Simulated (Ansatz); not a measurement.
LaBPd3:
```
CELL_PARAMETERS angstrom
      4.34787     0.00000     0.00000
      0.00000     4.34787     0.00000
      0.00000     0.00000     4.34787
ATOMIC_POSITIONS crystal
  B  0.50000 0.50000 0.50000
  Pd 0.00000 0.50000 0.50000
  Pd 0.50000 0.00000 0.50000
  Pd 0.50000 0.50000 0.00000
  La 0.00000 0.00000 0.00000
```

Relaxed with PBEsol. Special points in fractions of this cell's reciprocal vectors: Γ (0.000, 0.000, 0.000); X (0.000, 0.500, 0.000); M (0.500, 0.500, 0.000); R (0.500, 0.500, 0.500).

Question: List the band energies nearest the Fermi level at these points for plane-wave PAW PBEsol (Ansatz code).

Answer: In eV from the Fermi level; about four levels below and three above (degenerate sets whole), none deeper than 8.9 eV; points with the same levels are listed once.

| k | below | above |
|---|---|---|
| Γ | -1.73 -1.73 -1.73 -1.38 -1.38 -1.38 | 1.79 1.79 1.98 1.98 1.98 |
| X | -2.80 -2.80 -2.57 -2.50 -1.73 | 0.19 0.19 1.52 |
| M | -2.70 -1.45 -0.26 -0.26 | 1.85 1.85 2.15 |
| R | -2.94 -2.94 -1.88 -1.88 -1.88 | 0.12 0.12 0.12 |

Space group Pm-3m (cubic perovskite). The workflow started from an entry of the Crystallography Open Database (COD). Whether it is the stable phase at ambient conditions was not checked. The PBEsol relaxation kept the symmetry of its start. At this level the phase is dynamically unstable (imaginary phonons). The run is not spin-polarised. Scalar-relativistic: spin–orbit coupling is off unless named, which matters more the heavier the elements.

Potentials: the later of the program's two PAW sets.
